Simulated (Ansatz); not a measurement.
SrO:
```
SrO
1.0
    0.00000     2.59749     2.59749
    2.59749     0.00000     2.59749
    2.59749     2.59749     0.00000
Sr O
1 1
Direct
  0.00000   0.00000   0.00000
  0.50000   0.50000   0.50000
```

Relaxed with PBE (plane waves, PAW; program Ansatz). Indices refer to the conventional cell of Fm-3m, a = b = c = 5.1950 Å, α = β = γ = 90.00°.

### Question
Simulate the powder diffraction pattern (neutron, λ = 1.5401 Å; lines above 1 %) up to 2θ = 90°.

### Answer
Simulated powder pattern, neutron, λ = 1.5401 Å (kinematic, ideal powder, no thermal factors, coherent scattering alone; the 30 strongest lines at most, above 1 %, up to 2θ = 90°):

```
2θ (°)  d (Å)  I/Imax (%)    hkl
------  -----  ----------  -----
29.75   2.999         1.5  (111)
34.49   2.597          95  (200)
49.58   1.837         100  (220)
58.89   1.566         1.4  (311)
61.79   1.500          47  (222)
72.73   1.299          28  (400)
83.04   1.162          97  (420)
```

The PBE relaxation kept the symmetry of its start.

Potentials: the later of the program's two PAW sets.
